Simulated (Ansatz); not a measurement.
An Ansatz input:

```yaml
crystal:
  lattice:
    - [-2.0564531389, 2.0564531389, 2.0564531389]
    - [2.0564531389, -2.0564531389, 2.0564531389]
    - [2.0564531389, 2.0564531389, -2.0564531389]
  atoms:
    - { symbol: Pb, position: [0.0, 0.0, 0.0] }
hamiltonian:
  xc: blyp
  pseudopotentials:
    kind: paw
    azcp:
      Pb: "pseudopotentials/Pb.paw.azcp"
basis:
  ecutwfc: 420
  fft_grid_basis: typed
kpoints:
  mp_grid: { grid: [18, 18, 18], shift: [0, 0, 0] }
magnetization:
  spin_polarized: false
scf:
  occupations: { method: fermi_dirac, width: 0.1 }
output:
  write_density: true
  write_potential: true
  elf: true
  volumetric_format: npy
```

Terminal output

```
Engine: ansatz 0.2.0, aarch64-unknown-linux-gnu
Pseudopotentials: kind: paw
Pseudopotential: Pb, paw, valence charge 14, recommended cutoff 420 eV (normal) 
Functional definition: BLYP
  parameter beta = 0.0042
  parameter a = 0.04918
  parameter b = 0.132
  parameter c = 0.2533
  parameter d = 0.349
  exchange = b88_x(beta = beta)
  correlation = lyp_c(a = a, b = b, c = c, d = d)
Crystal: 1 atoms, lattice volume = 34.787 Å³
Basis set: ecut = 420 eV, 675 PW (Γ), exchange–correlation on 48×48×48 points (8 copies of the dense FFT grid, shifted against one another)
Bands: 11, of which v1, the nominal top of the filled ones, is band 7 counted from 1 (6 counted from 0)
Symmetry: 48 space group operations
Space group: Im-3m (ITA 229), of the structure as read, at distance tolerance 3.3e-5 Å
k-points: 195 of 5832
Non-local potential: Pb, projectors of the file, l = 0: 2, l = 1: 2, l = 2: 2, l = 3: 2
PAW form: soft (Blöchl's): semilocal exchange-correlation on the pseudo side does not see the compensation charge
PAW frozen core: Pb, regenerated for the run's functional, and the local potential with it (the file was generated under x = pbe(κ = 0.804, μ = 0.2195149727645171), c = pbe(β = 0.06672455060314922))
PAW one-centre angular grid: Pb, 590 points (default); XC on 64 Gauss nodes
Initial density: superposition of atomic densities (neutral atoms: chi_scale 0, normalization atom), corrected by the library's trained network
Initial wavefunctions: pseudopotential atomic-orbital guess
Functional: x = b88, c = lyp
SCF iter   1: F=—  HF=-11934.616231 eV  |F-HF|=—  |Δ(HF+E_count)|=         —  Δρ=5.40e-3  dr2=6.99e-3  ethr=1.77e-3  ⟨swp⟩=5.4  Hψ=13802  notcnv=0
SCF iter   2: F=—  HF=-11934.615332 eV  |F-HF|=—  |Δ(HF+E_count)|=   8.99e-4  Δρ=3.26e-3  dr2=2.86e-3  ethr=4.99e-5  ⟨swp⟩=1.0  Hψ=3706  notcnv=0
SCF iter   3: F=—  HF=-11934.615461 eV  |F-HF|=—  |Δ(HF+E_count)|=   1.29e-4  Δρ=7.60e-4  dr2=2.83e-4  ethr=2.04e-5  ⟨swp⟩=2.0  Hψ=3505  notcnv=0
SCF iter   4: F=—  HF=-11934.615479 eV  |F-HF|=—  |Δ(HF+E_count)|=   1.82e-5  Δρ=5.08e-4  dr2=5.56e-5  ethr=2.02e-6  ⟨swp⟩=2.0  Hψ=3508  notcnv=0
SCF iter   5: F=—  HF=-11934.615459 eV  |F-HF|=—  |Δ(HF+E_count)|=   2.03e-5  Δρ=7.21e-5  dr2=1.39e-6  ethr=3.97e-7  ⟨swp⟩=2.0  Hψ=3300  notcnv=0
SCF iter   6: F=-11934.615461 eV  HF=-11934.615460 eV  |F-HF|=1.25e-7  |Δ(HF+E_count)|=   1.23e-6  Δρ=1.44e-5  dr2=6.15e-8  ethr=7.14e-10  ⟨swp⟩=2.3  Hψ=9646  notcnv=0
SCF 1 converged in 6 iterations: F = -11934.615461 eV  dr2 = 6.15e-8
SCF converged after 6 iterations
Free energy (F): -11934.615461 eV
Harris-Foulkes:  -11934.615460 eV  (|F-HF|=1.25e-7)
Internal energy: -11934.593266 eV  (E = F + TS)
E sigma→0 (E₀):  -11934.604363 eV
Entropy (-TS):   -0.022194 eV (-22.194 meV/atom)
Fermi energy:    9.490514 eV
--- Per-component energies (eV) ---
  E_band       = -56.619177
  E_kinetic    = 288.375586
  E_local      = -1103.929185  (includes V_loc(G=0)·N_el)
  E_nonlocal   = 346.857839
  E_hartree    = 435.998467
  E_xc         = -217.880362
  E_vxc        = -128.939817  (∫ρ·V_xc dr)
  E_paw        = -10435.256297  (= ΣΔE_a)
  E_vpaw       = -330.979633  (= ΣTr[D̂ρ^β])
  E_aug_tail   = 0.000050  (compensation charges beyond the density's cutoff)
  E_ewald      = -1248.644987
  E_core_change = -0.114376  (= ΣΔE_core)
  E_smearing   = -0.022194  (= −TS)
  E_closure    = 0.000000  (closes the sum)
  Σ components = -11934.615461   (vs F -11934.615461, Δ=0.00e0)
--- Band table (eV; the first three rows and the last of 195) ---
  k-point 0: bands = ["-7.5805", "-7.5805", "-7.5805", "-7.4176", "-7.4176", "-1.4768", "15.7424", "15.7424", "15.7424", "19.7183", "20.6424"]
  k-point 1: bands = ["-7.5821", "-7.5781", "-7.5729", "-7.4195", "-7.4179", "-1.4235", "15.1590", "15.5741", "15.6919", "19.9513", "20.2779"]
  k-point 2: bands = ["-7.5867", "-7.5717", "-7.5509", "-7.4246", "-7.4185", "-1.2642", "13.8984", "15.1408", "15.5440", "19.1720", "19.8607"]
  k-point 194: bands = ["-7.6034", "-7.6034", "-7.3436", "-7.3436", "-7.3436", "3.5458", "9.2074", "9.2074", "9.2074", "14.2885", "14.2885"]
```
